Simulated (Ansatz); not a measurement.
**Fields on a plane of W (fcc, Cu type)**

```
W
1.0
    0.00000     1.99880     1.99880
    1.99880     0.00000     1.99880
    1.99880     1.99880     0.00000
W
1
Direct
  0.00000   0.00000   0.00000
```

The slice is a {100} plane (indices of the conventional cell) through the point (0.000, 0.000, 0.000) (fractional), spanned by u = [100] and v = [0 1 -1] in vectors of this cell: u (2.83 Å) and v (2.83 Å, at 90° to u). It covers one period; positions are fractions (u, v).

Atoms on it: W at (0.00, 0.00).

Calculation: PBEsol (plane waves to 420 eV, PAW, scalar-relativistic; Ansatz, an electronic-structure program). k mesh 20×20×20. Near the nuclei the fields are pseudised (PAW); where an atom keeps semicore shells as valence, they peak there. Spin-orbit coupling is left out, though W is heavy. This is one of several known forms of W; the measured ambient cells at hand have space group No. 229. W is run without spin polarisation. W was relaxed with its symmetry unable to fall.

| v \ u | 0.00 | 0.11 | 0.21 | 0.32 | 0.43 | 0.54 | 0.64 | 0.75 | 0.86 | 0.96 |
|---|---|---|---|---|---|---|---|---|---|---|
| 0.93 | 0.7 | 0.7 | 0.5 | 0.0 | -0.4 | -0.4 | -0.2 | 0.4 | 0.7 | 0.7 |
| 0.86 | 0.7 | 0.7 | 0.4 | -0.2 | -0.5 | -0.5 | -0.3 | 0.2 | 0.6 | 0.7 |
| 0.79 | 0.6 | 0.5 | 0.1 | -0.4 | -0.5 | -0.5 | -0.4 | -0.1 | 0.4 | 0.6 |
| 0.71 | 0.2 | 0.1 | -0.2 | -0.5 | -0.6 | -0.6 | -0.5 | -0.3 | 0.0 | 0.2 |
| 0.64 | -0.2 | -0.3 | -0.4 | -0.6 | -0.6 | -0.6 | -0.6 | -0.5 | -0.3 | -0.2 |
| 0.57 | -0.4 | -0.4 | -0.5 | -0.6 | -0.7 | -0.7 | -0.6 | -0.6 | -0.5 | -0.4 |
| 0.50 | -0.4 | -0.5 | -0.5 | -0.6 | -0.7 | -0.7 | -0.7 | -0.6 | -0.5 | -0.4 |
| 0.43 | -0.4 | -0.4 | -0.5 | -0.6 | -0.7 | -0.7 | -0.6 | -0.6 | -0.5 | -0.4 |
| 0.36 | -0.2 | -0.3 | -0.4 | -0.6 | -0.6 | -0.6 | -0.6 | -0.5 | -0.3 | -0.2 |
| 0.29 | 0.2 | 0.1 | -0.2 | -0.5 | -0.6 | -0.6 | -0.5 | -0.3 | 0.0 | 0.2 |
| 0.21 | 0.6 | 0.5 | 0.1 | -0.4 | -0.5 | -0.5 | -0.4 | -0.1 | 0.4 | 0.6 |
| 0.14 | 0.7 | 0.7 | 0.4 | -0.2 | -0.5 | -0.5 | -0.3 | 0.2 | 0.6 | 0.7 |
| 0.07 | 0.7 | 0.7 | 0.5 | 0.0 | -0.4 | -0.4 | -0.2 | 0.4 | 0.7 | 0.7 |
| 0.00 | 0.6 | 0.7 | 0.6 | 0.0 | -0.4 | -0.4 | -0.2 | 0.4 | 0.7 | 0.6 |

Values: log₁₀ of the valence density in e/Å³. The scale is logarithmic, as a density can span decades between atoms and voids.

```
v \ u  0.00  0.11  0.21  0.32  0.43  0.54  0.64  0.75  0.86  0.96
-----  ----  ----  ----  ----  ----  ----  ----  ----  ----  ----
0.93      x     x     x     x   7.4   8.9  <7.0     x     x     x
0.86      x     x     x     x   8.7  10.0  <7.0     x     x     x
0.79      x     x     x  <7.0  10.5  11.5  <7.0     x     x     x
0.71      x     x  <7.0   7.8  12.3  12.9   9.8  <7.0     x     x
0.64   <7.0  <7.0  <7.0  11.2  13.8  14.1  12.3   8.2  <7.0  <7.0
0.57   <7.0   8.0  10.5  13.1  14.7  14.9  13.8  11.5   8.7  <7.0
0.50    9.1   9.9  11.8  13.8  15.0  15.2  14.3  12.5  10.5   9.2
0.43   <7.0   8.0  10.5  13.1  14.7  14.9  13.8  11.5   8.7  <7.0
0.36   <7.0  <7.0  <7.0  11.2  13.8  14.1  12.3   8.2  <7.0  <7.0
0.29      x     x  <7.0   7.8  12.3  12.9   9.8  <7.0     x     x
0.21      x     x     x  <7.0  10.5  11.5  <7.0     x     x     x
0.14      x     x     x     x   8.7  10.0  <7.0     x     x     x
0.07      x     x     x     x   7.4   8.9  <7.0     x     x     x
0.00      x     x     x     x  <7.0   8.5  <7.0     x     x     x
```

Values: electrostatic potential energy of an electron, from the cell's mean, in eV. Points within 1 Å of a nucleus are blanked (x), as the pseudised field means little there. Values under 7 eV are set to 7. The zero, the cell's mean, hangs on the PAW cores.

The density on the W–W line (2.83 Å) at its midpoint is 0.36 e/Å³ and the ELF at that point is 0.36.
